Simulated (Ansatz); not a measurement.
Level of theory: DFT PBE, scalar-relativistic, plane waves, PAW (Ansatz). Settings: cutoff 420 eV, Γ-centred meshes spaced at most about 0.3 Å⁻¹, and about 0.25 Å⁻¹ or finer for metals (2π included), Gaussian smearing. No spin polarisation in the final relaxations.

All energies are static (0 K, no zero-point motion).

Compare these two cells of Zn4C, each relaxed at this level.

1.

```
CELL_PARAMETERS angstrom
-2.63225 2.63225 2.63225
2.63225 -2.63225 2.63225
2.63225 2.63225 -2.63225
ATOMIC_POSITIONS crystal
Zn 0.50000 0.50000 0.50000
Zn 0.50000 0.00000 0.00000
Zn 0.00000 0.00000 0.50000
Zn 0.00000 0.50000 0.00000
C 0.00000 0.00000 0.00000
```

2.

```
CELL_PARAMETERS angstrom
2.94431 0.00000 0.00000
0.00000 2.94431 0.00000
0.00000 0.00000 8.66339
ATOMIC_POSITIONS crystal
Zn 0.50000 0.50000 0.30393
Zn 0.50000 0.50000 0.69607
Zn 0.50000 0.50000 0.00000
Zn 0.00000 0.00000 0.50000
C 0.00000 0.00000 0.00000
```

Question: Which form is favoured at zero pressure, and by what margin per atom?

Answer: Cell 1 is lower, by 91 meV/atom. Cell 1 has space group Im-3m (No. 229), 14.6 Å³/atom and no gap on its mesh; cell 2 has space group P4/mmm (No. 123), 15.0 Å³/atom and no gap. Counting Zn atoms around C (those within 1.25 times the shortest such distance or 1.15 times the sum of covalent radii), cell 1 has C 8 and cell 2 has C 4. Even the lower one lies +0.77 eV/atom against the reference forms of the elements (uncorrected), so neither is stable at this level. In cell 1, Zn is surrounded by 2 C at 2.28 Å and 6 Zn at 2.63 Å; C is surrounded by 8 Zn at 2.28 Å. In cell 2, Zn on a site of symmetry 4mm has 5 Zn at 2.63–2.69 Å, 4 Zn at 2.94 Å, 4 C at 3.36 Å and 1 Zn at 3.40 Å; around Zn on a site of symmetry 4/mmm lie 4 C at 2.08 Å and 2 Zn at 2.63 Å; around C lie 4 Zn at 2.08 Å, 4 C at 2.94 Å and 8 Zn at 3.36 Å; 1 more site not described. Both come from invented guesses. A third cell relaxed alike, in P-43m, lies 194 meV/atom below the lower of the two.

A magnetic state wasn't ruled out in cells without spin, among them P4/mmm. Cells relaxed within their symmetry can be saddle points.
